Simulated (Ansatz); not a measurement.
## Tetragonal deformation path in MgSi

Computed with Ansatz, DFT r2SCAN, scalar-relativistic, plane waves, PAW. The runs took a 500 eV cutoff, a Γ-centred 18×18×14 mesh and Gaussian smearing (0.15 eV). No spin polarisation. Energies are free energies at this smearing, counted from the undisturbed cell; pressure is positive in compression.

Reference structure (as given, not relaxed at this level; it stands at -1.3 GPa, and it needn't be the usual structure):

```xyz
2
Lattice="2.9084 0.0000 0.0000 0.0000 2.9084 0.0000 0.0000 0.0000 4.1034" Properties=species:S:1:pos:R:3 pbc="T T T"
Mg    0.0000    0.0000    0.0000
Si    1.4542    1.4542    2.0517
```

At fixed volume and fractional coordinates, lengths along (0.000, 0.000, 1.000) are scaled against those across it; ρ is that ratio over its starting value. The cell is metallic on the mesh throughout.

```
    ρ  ΔE (meV/atom)
0.800           56.7
0.850           26.3
0.920           -2.4
0.960           -7.1
1.000            0.0
1.050           19.9
1.100           48.0
1.200          111.4
1.300          191.2
```

Q: Predict the pressure (GPa) at each point.

A:
| ρ | pressure (GPa) |
| --- | --- |
| 0.800 | 1.6 |
| 0.850 | 1.0 |
| 0.920 | -0.1 |
| 0.960 | -0.7 |
| 1.000 | -1.3 |
| 1.050 | -1.7 |
| 1.100 | -1.8 |
| 1.200 | -1.2 |
| 1.300 | -0.3 |